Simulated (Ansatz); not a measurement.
CH3NH2 on a (110) slab of Na (Im-3m (No. 229)), 3 planes, outer planes Na (top) and Na (bottom), 1 a cell of 47.0 Å², relaxed and still whole (its atoms last):

```
Na C N H
1.0
     7.06321    0.00000    0.00000
    -2.35440    6.65926    0.00000
     0.00000    0.00000   25.98159
Na C N H
12 1 1 5
Cartesian
  1.1772 1.6648 8.0000
  0.0000 4.9944 8.0000
  4.7088 1.6648 8.0000
  3.5316 4.9944 8.0000
  2.4026 3.2912 10.8857
  3.5407 -0.0477 10.9714
  -1.1340 3.3307 10.9919
  0.0057 0.0013 10.8676
  3.6188 4.9546 13.7453
  4.7232 1.5919 13.9124
  0.1035 4.9859 14.0251
  1.1967 1.6227 13.7648
  7.9525 4.6517 17.3233
  6.7759 4.6663 16.4350
  8.4869 5.6078 17.2280
  8.6408 3.8602 16.9919
  7.7152 4.4860 18.3874
  6.1114 5.3872 16.7334
  6.2682 3.7770 16.5002
```

Level of theory: DFT PBE+D3(BJ), scalar-relativistic, plane waves, PAW (Ansatz). Cutoff 420 eV; k points 3×3×1 on the computed 19-atom cell (Γ-centred); Gaussian smearing, width 0.10 eV; no spin polarisation. The cell repeats along c with a dipole correction in the vacuum.

It binds with 0.49 eV a molecule against the clean slab and the free molecule (no zero-point or thermal terms); its shortest contact is N–Na 2.46 Å. Take first-order desorption with no barrier to adsorption, no reaction on the face and an assumed prefactor of 10^13 s⁻¹.

(1) How long does a molecule stay at 400 K?

(2) Where does its peak lie in a desorption experiment heated at 1 K/s?

(3) Is this physisorption or chemisorption?

Spin polarisation was left out, and a magnetic state may lie lower.

## Answers

(1) τ = ν⁻¹·exp(E/k_BT) with k_BT = 0.0345 eV: E/k_BT = 14.2, so τ ≈ 1×10^-7 s. At about one hit a site a second (10⁻⁶ mbar) the coverage is near τ × 1 s⁻¹, so a layer needs roughly 7×10^0 mbar.

(2) The peak obeys E/(k_B·T_p²) = (ν/β)·exp(−E/k_BT_p). Solving gives T_p ≈ 180 K (E/k_BT_p = 31.7). An error of 0.1 eV in E moves it by about 37 K, and larger molecules have larger prefactors, which lowers it.

(3) The tightest contact, N–Na 2.46 Å, is 1.04 times the sum of covalent radii, and deformation and lateral interaction add up to +0.02 eV. This is chemisorption.